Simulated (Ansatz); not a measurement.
Input and command of a plane-wave DFT calculation in Ansatz:

```yaml
crystal:
  lattice:
    - [0.0, 3.7315410631, 3.7315410631]
    - [3.7315410631, 0.0, 3.7315410631]
    - [3.7315410631, 3.7315410631, 0.0]
  atoms:
    - { symbol: "Y", position: [0.5, 0.5, 0.5] }
    - { symbol: "Y", position: [0.75, 0.75, 0.75] }
    - { symbol: Ir, position: [0.125, 0.125, 0.125] }
    - { symbol: Ir, position: [0.625, 0.125, 0.125] }
    - { symbol: Ir, position: [0.125, 0.125, 0.625] }
    - { symbol: Ir, position: [0.125, 0.625, 0.125] }
basis:
  ecutwfc: 500
kpoints:
  mp_grid: { grid: [8, 8, 8] }
hamiltonian:
  xc: r2scan
scf:
  occupations: { method: gaussian, width: 0.1 }
output:
  forces: true
  stress: true
  eigenvalues: true
```

```bash
ansatz run input.yaml --threads 1 --pin off --max-ram 2560MiB --backend cpu --events-out ev --progress --plain --runs-dir out
```

Processor: Arm Neoverse V1, 1 thread, on a host shared with other jobs.

Task: Estimate time, memory and problem size.

Result: About 20 s on 1 thread of Arm Neoverse V1 (shared host), peak memory 0.72 GiB. It solves 54 bands at 29 k points (the mesh reduced by symmetry) with about 2685 plane waves, in 7 SCF iterations.
